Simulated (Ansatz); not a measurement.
BN:
```
CELL_PARAMETERS angstrom
      0.00000     1.80255     1.80255
      1.80255     0.00000     1.80255
      1.80255     1.80255     0.00000
ATOMIC_POSITIONS crystal
  B  0.00000 0.00000 0.00000
  N  0.25000 0.25000 0.25000
```

Cartesian axes are those of the cell as given.

Task: Give the proper piezoelectric stress tensor with relaxed ions from DFT-PBEsol in the program Ansatz with PAW potentials.

Result: In C/m², rows x, y, z, Voigt columns; mesh uncertainty up to 0.00.
```
 0.00   0.00   0.00  -0.78   0.00   0.00
 0.00   0.00   0.00   0.00  -0.78   0.00
 0.00   0.00   0.00   0.00   0.00  -0.78
```

The elastic tensor of the same run (GPa):

|  | 1 | 2 | 3 | 4 | 5 | 6 |
|---|---|---|---|---|---|---|
| 1 | 792 | 181 | 181 | 0.0 | 0.0 | 0.0 |
| 2 | 181 | 792 | 181 | 0.0 | 0.0 | 0.0 |
| 3 | 181 | 181 | 792 | 0.0 | 0.0 | 0.0 |
| 4 | 0.0 | 0.0 | 0.0 | 455 | 0.0 | 0.0 |
| 5 | 0.0 | 0.0 | 0.0 | 0.0 | 455 | 0.0 |
| 6 | 0.0 | 0.0 | 0.0 | 0.0 | 0.0 | 455 |

Task: Convert to strain constants d = e·S.

Result: In pC/N:
```
 0.0   0.0   0.0  -1.7   0.0   0.0
 0.0   0.0   0.0   0.0  -1.7   0.0
 0.0   0.0   0.0   0.0   0.0  -1.7
```

Space group F-43m (zinc blende). The PBEsol relaxation kept the symmetry of its start.

Potentials: the earlier of the program's two PAW sets.
